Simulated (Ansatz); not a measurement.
Question: Each is relaxed and computed with r²SCAN (plane waves, PAW; program Ansatz). Which is the only one with a gap?
A. InSb, P-6m2 (In on 1a, Sb on 1f)
B. InP, CsCl type
C. In7Te10, R32 (Pearson symbol hR34)
D. Sc3InB, anti-perovskite

Answer: C, In7Te10, R32 (Pearson symbol hR34). In7Te10: gap 1.36 eV; InP: metal; InSb: metal; Sc3InB: metal. Constructed cells (a structure type filled with these elements, in neither database checked): InP, CsCl type; InSb, P-6m2 (In on 1a, Sb on 1f). Not the usual ambient phase: InP, CsCl type; InSb, P-6m2 (In on 1a, Sb on 1f). Standing as an ambient phase not checked: In7Te10, R32 (Pearson symbol hR34); Sc3InB, anti-perovskite. All cells were relaxed under the symmetry of their starts (and spin orders); stability against distortions was not tested throughout. Rows with no word on spin ran without spin polarisation. Scalar-relativistic: spin–orbit coupling is off unless named, which matters more the heavier the elements.

Potentials: the later of the program's two PAW sets.
